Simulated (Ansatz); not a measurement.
The relaxed structure here is a generated cell of AlNi: the first start was made by placing the elements on the sites of a structure type, and the end was not matched to a known phase here, so it may be hypothetical. Known forms of AlNi include space group No. 221.

A relaxed structure of AlNi. Space group R3m (No. 160). These are PBE (plane waves to 420 eV, PAW, scalar-relativistic; Ansatz, an electronic-structure program) values and carry that method's errors.

```cif
data_Al3Ni3
_chemical_formula_sum 'Ni3 Al3'
_space_group_name_H-M_alt 'P 1'
_space_group_IT_number 1
_cell_length_a 6.80741
_cell_length_b 6.80741
_cell_length_c 6.80741
_cell_angle_alpha 33.770
_cell_angle_beta 33.770
_cell_angle_gamma 33.770
loop_
_space_group_symop_operation_xyz
  'x, y, z'
loop_
_atom_site_label
_atom_site_type_symbol
_atom_site_fract_x
_atom_site_fract_y
_atom_site_fract_z
_atom_site_occupancy
Ni1 Ni 0.97871 0.97871 0.97871 1
Ni2 Ni 0.23316 0.23316 0.23316 1
Ni3 Ni 0.72142 0.72142 0.72142 1
Al1 Al 0.10792 0.10792 0.10792 1
Al2 Al 0.35608 0.35608 0.35608 1
Al3 Al 0.85271 0.85271 0.85271 1
```

Estimate the magnetic moment that PBE returns for this input.

Zero (the starting moments vanished).

No spin polarisation in the result: the starting moments vanished. A magnetic state may lie lower.

The run could not lose the symmetry of its start; a randomly shaken copy of 12 atoms returns to this structure.
